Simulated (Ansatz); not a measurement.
## Data sheet: AlInSb₂ (DFT)

AlInSb2:
```yaml
crystal:
  lattice:
    - [2.24929, 1.29863, 7.35210]
    - [-2.24929, 1.29863, 7.35210]
    - [0.00000, -2.59725, 7.35210]
  atoms:
    - { symbol: Al, position: [0.99966, 0.99966, 0.99966] }
    - { symbol: In, position: [0.50062, 0.50062, 0.50062] }
    - { symbol: Sb, position: [0.12058, 0.12058, 0.12058] }
    - { symbol: Sb, position: [0.62915, 0.62915, 0.62915] }
```

Space group R3m (No. 160); conventional cell a = 4.4986 Å, b = 4.4986 Å, c = 22.0563 Å, α = 90.00°, β = 90.00°, γ = 120.00°.

Method: r²SCAN in the plane-wave PAW code Ansatz. Structure relaxed to zero pressure with the same functional. Other levels are named where they apply.

Cell and energy:

```yaml
volume_per_atom: 32.21 Å³
density: 4.97 g/cm³
Formation energy from the elements (no fitted shifts): -0.24 eV/atom
```

Electronic structure:

```yaml
band_gap: 0.86 eV (direct)
valence_band_maximum: at Γ
conduction_band_minimum: at Γ
electron_effective_mass: 0.054, 0.054, 0.082 mₑ (principal values)
Hole effective mass, band 1 of 2 at the edge: 0.46 along x, 0.83 along z (mₑ)
Hole effective mass, band 2 of 2 at the edge: 0.047 along x, 0.83 along z (mₑ)
HSE06 gap on the r²SCAN cell: 1.08 eV
```

Mechanics:

```yaml
Elastic constants (relaxed ions, GPa): C11 = 89.6, C12 = 31.1, C13 = 26.1, C14 = -7.5, C33 = 96.6, C44 = 23.9
mechanical_stability: stable (all eigenvalues of C positive)
hill_bulk_and_shear_moduli: 49.2 and 27.0 GPa
Young's modulus: 68.5 GPa
Poisson's ratio: 0.27
debye_temperature_from_the_elastic_constants: 243 K
Piezoelectric stress constants (proper, relaxed ions, C/m²): e15 = e24 = 0.09, e16 = e21 = e33 = -0.11, e22 = 0.11
```

The first step of the workflow began from a Materials Project structure, measured or hypothetical; the Crystallography Open Database copy checked does not list it. With Al and In taken as one species the cell has the higher symmetry F-43m, so it may be an ordered model of a mixed-site phase. Its standing as an ambient phase is unchecked. The r²SCAN relaxation kept the symmetry of its start; whether a distortion lowers the energy is not shown. Signs of piezoelectric constants follow the polarity of the cell as given. The references are the lowest solids computed at this level, not always the standard phases. Scalar-relativistic: spin–orbit coupling is off unless named, which matters more the heavier the elements.

Potentials: the later of the program's two PAW sets.
